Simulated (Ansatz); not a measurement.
# Computed properties of NiSe

NiSe:
```
CELL_PARAMETERS angstrom
      3.62136     0.00000     0.00000
     -1.81068     3.13619     0.00000
      0.00000     0.00000     5.03434
ATOMIC_POSITIONS crystal
  Ni 0.00000 0.00000 0.00000
  Ni 0.00000 0.00000 0.50000
  Se 0.33333 0.66667 0.25000
  Se 0.66667 0.33333 0.75000
```

Space group P6_3/mmc (No. 194), NiAs type; conventional cell a = b = 3.6214 Å, c = 5.0343 Å, α = β = 90.00°, γ = 120.00°.

Method: LDA (plane waves, PAW; program Ansatz). Structure relaxed to zero pressure with the same functional. Other levels are named where they apply.

Cell and energy:

```json
{
  "volume_per_atom": "14.29 Å³",
  "density": "8.00 g/cm³",
  "Formation energy from the elements (no fitted shifts)": "-0.31 eV/atom"
}
```

Electronic structure:

```json
{
  "electronic_character": "metallic (no gap)",
  "Density of states at the Fermi level": "0.55 states/eV per atom (mean over ±0.08 eV)"
}
```

Mechanics:

```json
{
  "Bulk modulus (Birch–Murnaghan fit)": "150 GPa",
  "Pressure derivative B′": "4.8",
  "Elastic constants (relaxed ions, GPa)": "C11 = 206, C12 = 137, C13 = 112, C33 = 222, C44 = 25.6",
  "mechanical_stability": "stable (all eigenvalues of C positive)",
  "hill_bulk_and_shear_moduli": "150 and 33.9 GPa",
  "Young's modulus": "94.6 GPa",
  "Poisson's ratio": "0.40",
  "debye_temperature_from_the_elastic_constants": "286 K"
}
```

Phonons:

```json
{
  "highest_zone_centre_frequency": "242 cm⁻¹",
  "zone_centre_stability": "no imaginary mode at Γ"
}
```

The first step of the workflow began from a Materials Project structure, measured or hypothetical; the Crystallography Open Database files this formula in space group No. 194, but the cells were not matched. Whether it is the stable phase at ambient conditions was not checked. The LDA relaxation kept the symmetry of its start. The run is not spin-polarised. As this level gives no gap, shear constants depend on the k-mesh and smearing (Fermi–Dirac, 0.1 eV here). As this level gives no gap, phonon frequencies hold no LO–TO term and depend on the k-mesh and smearing (Fermi–Dirac, 0.1 eV here). The references are the lowest solids computed at this level, not always the standard phases. Spin–orbit coupling is left out wherever it is not named.

Potentials: the later of the program's two PAW sets.
